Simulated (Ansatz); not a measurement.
LuPd (Pm-3m): from strained cells to moduli

```yaml
crystal:
  lattice:
    - [3.38924, 0.00000, 0.00000]
    - [0.00000, 3.38924, 0.00000]
    - [0.00000, 0.00000, 3.38924]
  atoms:
    - { symbol: Lu, position: [0.00000, 0.00000, 0.00000] }
    - { symbol: Pd, position: [0.50000, 0.50000, 0.50000] }
```

Conventional cell: a = 3.389 Å, b = 3.389 Å, c = 3.389 Å, α = 90.00°, β = 90.00°, γ = 90.00°. Lu (atom 1) is surrounded by 8 Pd at 2.94 Å. Pd (atom 2) has 8 Lu at 2.94 Å as nearest neighbours.

Level of theory, where no other is named: PBEsol, PAW on Ansatz 0.2.0's default frozen-core files (fitted under PBE), scalar-relativistic. k mesh 14×14×14, strains of ±0.005, Fermi-Dirac smearing of 0.100 eV, cutoff 420 eV. The cell was relaxed by PAW under this functional.

The cell is cubic and carries a residual pressure of 0.00 GPa at this level. Each strain component that symmetry leaves independent is applied at ±0.005 and ±0.01, the ions relax wherever a strain frees them, and the stress (tension positive, GPa) is read. Shears are engineering strains, γ = 2ε.

```tsv
strain	size	σxx	σyy	σzz	σyz	σxz	σxy
xx	-0.01	-1.7428	-0.8671	-0.8671	0.0000	0.0000	0.0000
xx	-0.005	-0.8513	-0.4282	-0.4282	0.0000	0.0000	0.0000
xx	+0.005	0.8161	0.4239	0.4239	0.0000	0.0000	0.0000
xx	+0.01	1.5936	0.8382	0.8382	0.0000	0.0000	0.0000
yz	-0.01	-0.0095	-0.0074	-0.0074	-0.4561	0.0000	0.0000
yz	-0.005	-0.0010	-0.0005	-0.0005	-0.2282	0.0000	0.0000
yz	+0.005	-0.0010	-0.0005	-0.0005	0.2282	0.0000	0.0000
yz	+0.01	-0.0095	-0.0074	-0.0074	0.4561	0.0000	0.0000
```

The slope is [8(σ(+δ) − σ(−δ)) − (σ(+2δ) − σ(−2δ))]/(12δ), and the program imposes the crystal's symmetry on the matrix.

(1) What are the independent elastic constants?

(2) Do they meet the Born conditions?

(3) What moduli does a random aggregate of grains have?

(4) With the density of 12.002 g/cm³, how fast does sound travel, and what Debye temperature follows?

(5) How do the constants change if the ions are clamped to the homogeneous strain?

Answers

(1) C11 = 166.7, C12 = 85.2, C44 = 45.6 GPa.

(2) C11 − C12 = 81.5, C11 + 2C12 = 337.1 and C44 = 45.6 GPa must all be positive, so the crystal is elastically stable; that says nothing yet of its phonons.

(3) B = (C11 + 2C12)/3 = 112.4 GPa. G_V = (C11 − C12 + 3C44)/5 = 43.7 and G_R = 5(C11 − C12)C44/(4C44 + 3(C11 − C12)) = 43.6, so G_H = 43.6 GPa. Then E = 9BG/(3B + G) = 115.9 GPa, ν = (3B − 2G)/(6B + 2G) = 0.328 and B/G = 2.58, on the ductile side of Pugh's 1.75 (a rule of thumb).

(4) 

```csv
direction,slow (m/s),middle (m/s),fast (m/s)
[100],1950,1950,3727
[110],1843,1950,3781
[111],1879,1879,3799
```

The mean of v⁻³ over directions and branches gives v_m = 2137 m/s and θ_D = (ħ/k_B) v_m (6π²n)^(1/3) = 236 K, n being atoms per volume. Young's modulus spans 109 to 121 GPa over directions, and the universal anisotropy index is 0.02.

(5) None moves by more than 0.3 GPa: by symmetry a homogeneous strain puts no force on these sites.

Caveats: frozen-core PAW files fitted under PBE, their cores solved anew for the functional of the run; responses of metals move with mesh and smearing.
